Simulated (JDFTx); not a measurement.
```json
{
  "surface": "W(110)",
  "bulk": "W, Im-3m, lattice of mp-91 (not re-optimised)",
  "slab": "5 atoms in 5 planes, (1×1), 8.9 Å between the outermost planes",
  "in-plane cell": "3.170 × 2.746 Å, 7.11 Å²",
  "cell_height": "28.0 Å",
  "sampling": "10×10×1 k mesh, Fermi smearing 0.01 Ha, no spin polarisation"
}
```

Adsorbate: F on both faces at 1.00 monolayer, started bridge and relaxed in vacuum, keeping the symmetry of the start.

Method: PBE, GBRV ultrasoft potentials, plane waves to 20/100 Ha, in a modified build of JDFTx. The adsorption energy per F is [E(slab + 2 F) − E(slab)]/2 − (½ E(F2)), with the gas molecules relaxed at the same level and slab energies taken as (E + F)/2, the usual estimate of zero smearing. No zero-point energy or vibrational entropy is included. Both faces are alike, and the cell allows no reconstruction beyond its size.

Q: Predict the adsorption energy and the geometry, and the change of the work function.

A: -3.66 eV. F sits 1.62 Å above the highest substrate atom, bound to 2 W at 2.12 Å. The work function goes from 4.87 to 6.18 eV. In CANDLE, water, 1 M KCl, at zero charge, the adsorption energy is -3.65 eV and the potential of zero charge moves from 0.05 to 1.65 V vs SHE (4.44 V convention).
